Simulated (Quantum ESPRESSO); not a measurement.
Band energies of NaAuO₂

```
CELL_PARAMETERS angstrom
      3.31195    -1.50627    -0.01957
      3.31195     1.50627    -0.01957
     -2.95292     0.00000     5.38888
ATOMIC_POSITIONS crystal
  O  0.08969 0.08969 0.24560
  O  0.91031 0.91031 0.75440
  Na 0.50000 0.50000 0.50000
  Au 0.50000 0.50000 0.00000
```

norm-conserving PBEsol (Quantum ESPRESSO, 88 Ry, no spin-orbit coupling); path XΓY,LΓZ,NΓM,RΓ; energies in eV from the valence-band maximum.

```
k (1/Å)  point  band 16  band 17  band 18  band 19  band 20  band 21  band 22  band 23
-------  -----  -------  -------  -------  -------  -------  -------  -------  -------
0.00         X    -2.83    -2.43    -1.71    -1.12    -0.11     2.71     5.04     5.75
0.21              -2.88    -2.41    -1.73    -1.24    -0.12     2.71     4.63     6.43
0.53              -2.69    -2.35    -1.83    -1.52    -0.12     2.71     3.67     7.85
0.84              -2.36    -2.32    -2.02    -1.60    -0.10     2.72     3.03     6.83
0.95         Γ    -2.32    -2.31    -2.05    -1.61    -0.10     2.72     2.99     6.75
1.18              -2.44    -2.36    -2.06    -1.89    -0.07     2.78     3.45     6.35
1.54         Y    -2.96    -2.45    -2.12    -2.06    -0.04     2.89     4.69     5.25
1.54         L    -2.83    -2.53    -2.49    -1.07    -0.23     2.85     5.06     6.80
1.75              -2.88    -2.50    -2.44    -1.17    -0.22     2.84     5.01     6.91
2.08              -2.67    -2.41    -2.18    -1.54    -0.18     2.79     4.20     7.30
2.40              -2.42    -2.33    -1.96    -1.70    -0.11     2.73     3.22     6.91
2.62         Γ    -2.32    -2.31    -2.05    -1.61    -0.10     2.72     2.99     6.75
2.73              -2.71    -2.00    -1.93    -1.61    -0.13     2.66     3.08     6.83
3.05              -3.27    -1.95    -1.41    -1.10    -0.51     2.16     4.21     7.71
3.37              -2.85    -2.67    -1.51    -1.16    -0.41     1.98     5.38     8.31
3.69              -3.50    -2.76    -1.87    -1.71    -0.04     2.06     5.56     7.61
3.80         Z    -3.32    -2.96    -1.87    -1.77    -0.02     2.07     5.54     7.55
3.80         N    -3.39    -2.96    -1.86    -1.76    -0.02     2.01     5.71     7.63
4.12              -3.12    -2.65    -1.60    -1.39    -0.26     1.92     5.75     8.10
4.44              -3.15    -2.18    -1.33    -0.86    -0.70     1.98     4.78     7.94
4.77              -3.09    -1.83    -1.74    -1.52    -0.20     2.50     3.37     7.04
4.99         Γ    -2.32    -2.31    -2.05    -1.61    -0.10     2.72     2.99     6.75
5.08              -2.68    -2.02    -1.96    -1.61    -0.12     2.67     3.07     6.81
5.38              -3.30    -1.95    -1.41    -1.17    -0.44     2.17     4.12     7.55
5.68              -2.90    -2.55    -1.39    -1.03    -0.54     1.89     5.38     8.23
5.98              -3.53    -2.63    -1.78    -1.60    -0.12     1.97     5.78     7.78
6.18         M    -3.39    -2.96    -1.86    -1.76    -0.02     2.01     5.71     7.63
6.18         R    -3.32    -2.96    -1.87    -1.77    -0.02     2.07     5.54     7.55
6.47              -3.17    -2.61    -1.69    -1.43    -0.21     2.01     5.56     8.01
6.76              -3.07    -2.26    -1.39    -0.83    -0.71     2.01     4.89     8.17
7.06              -3.27    -1.81    -1.55    -1.43    -0.30     2.37     3.64     7.28
7.35         Γ    -2.32    -2.31    -2.05    -1.61    -0.10     2.72     2.99     6.75
```

The PBEsol gap is 1.25 eV; at least one edge lies off the plotted path, at a point of the SCF mesh. The smallest direct gap is 1.68 eV. Another conduction extremum on the path lies within 0.02 eV, too close to call.

Spin-orbit coupling is left out, which matters for elements this heavy: edges can move by tenths of an eV.

Geometry relaxed with PBEsol.

The structure is a Materials Project entry; no match was found in the copy of COD used, and its stability was not checked.
